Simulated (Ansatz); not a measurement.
## AlB2-type HoGa2

Method: PBEsol, scalar-relativistic; collinear spin; PAW, 420 eV, 10×10×8 k-mesh, Gaussian smearing of 0.05 eV; code Ansatz. The datasets are Ansatz's generated set soft_2.

```cif
data_structure
_symmetry_space_group_name_H-M 'P6/mmm'
_symmetry_Int_Tables_number 191
_cell_length_a 4.1766
_cell_length_b 4.1766
_cell_length_c 4.0955
_cell_angle_alpha 90.000
_cell_angle_beta 90.000
_cell_angle_gamma 120.000
_cell_volume 61.87
loop_
_atom_site_label
_atom_site_type_symbol
_atom_site_symmetry_multiplicity
_atom_site_Wyckoff_symbol
_atom_site_fract_x
_atom_site_fract_y
_atom_site_fract_z
_atom_site_occupancy
Ho1 Ho 1 a 0.00000 0.00000 0.00000 1
Ga1 Ga 2 d 0.33333 0.66667 0.50000 1
```

The start was a prototype's sites filled with these elements; the Crystallography Open Database holds the compound in this structure.

Magnetic state: ferromagnetic, site spin moments Ho 3.65 μB.

Question: Which orbitals carry the states at the Fermi level, and how many states are there?

Answer: Within 0.1 eV of it: Ho 4f 83 %, Ho 5d 9 % (shares among the projected shells). The Fermi level sits on a steep edge: the density of states is 2.4, 6.1 and 13.4 states/eV per cell at −0.1, 0 and +0.1 eV.

Density of states (tetrahedra, averaged over 0.3 eV; states/eV per cell of 3 atoms; energy in eV from the Fermi level; projections on Löwdin-orthogonalised atomic orbitals, summed over sites):

```tsv
E	total	Ho 4f up	Ho 4f down	Ga 4p	Ho 5d up	Ho 5d down
-5.80	0.7	0.0	0.0	0.3	0.1	0.1
-5.50	0.8	0.0	0.0	0.3	0.1	0.1
-5.20	0.7	0.0	0.0	0.3	0.1	0.1
-4.90	0.5	0.0	0.0	0.2	0.0	0.0
-4.60	0.5	0.0	0.0	0.2	0.0	0.0
-4.30	0.5	0.0	0.0	0.2	0.0	0.0
-4.00	0.6	0.0	0.0	0.3	0.0	0.0
-3.70	0.8	0.2	0.0	0.4	0.1	0.1
-3.40	8.3	7.6	0.0	0.4	0.1	0.1
-3.10	6.0	5.2	0.0	0.5	0.1	0.1
-2.80	1.6	0.6	0.0	0.7	0.1	0.1
-2.50	9.1	7.7	0.0	0.9	0.1	0.1
-2.20	2.8	1.5	0.0	0.8	0.1	0.1
-1.90	1.5	0.1	0.0	0.9	0.2	0.1
-1.60	1.7	0.0	0.1	1.1	0.2	0.2
-1.30	1.7	0.0	0.1	1.1	0.2	0.2
-1.00	1.9	0.0	0.2	1.2	0.3	0.2
-0.70	5.5	0.0	3.6	1.1	0.4	0.3
-0.40	8.3	0.0	6.2	1.1	0.5	0.5
-0.10	3.6	0.0	2.2	0.6	0.4	0.3
0.20	8.2	0.0	7.0	0.5	0.4	0.3
0.50	4.1	0.0	2.9	0.3	0.3	0.4
0.80	1.6	0.0	0.7	0.3	0.3	0.3
1.10	0.9	0.0	0.1	0.2	0.3	0.3
1.40	0.6	0.0	0.0	0.1	0.1	0.2
1.70	0.4	0.0	0.0	0.1	0.1	0.1
2.00	1.2	0.0	0.0	0.3	0.4	0.1
2.30	2.0	0.0	0.0	0.5	0.5	0.4
2.60	1.9	0.0	0.0	0.5	0.4	0.5
2.90	1.6	0.0	0.0	0.4	0.4	0.4
3.20	2.0	0.0	0.0	0.4	0.7	0.4
```

Without a U the open 4f shell is pinned at the Fermi level, an artefact: in the real crystal it splits into occupied and empty levels away from it, and its large orbital moment is missing here. Scalar-relativistic only: spin–orbit splittings of the heavy atoms' levels are missing. The run wasn't fully tested for a lower electronic state. Site moments are of spin, integrated over atomic spheres. No antiparallel order was tried.

The state of the open shells isn't shown to be the lowest, and forces and pressures are less sure for it.
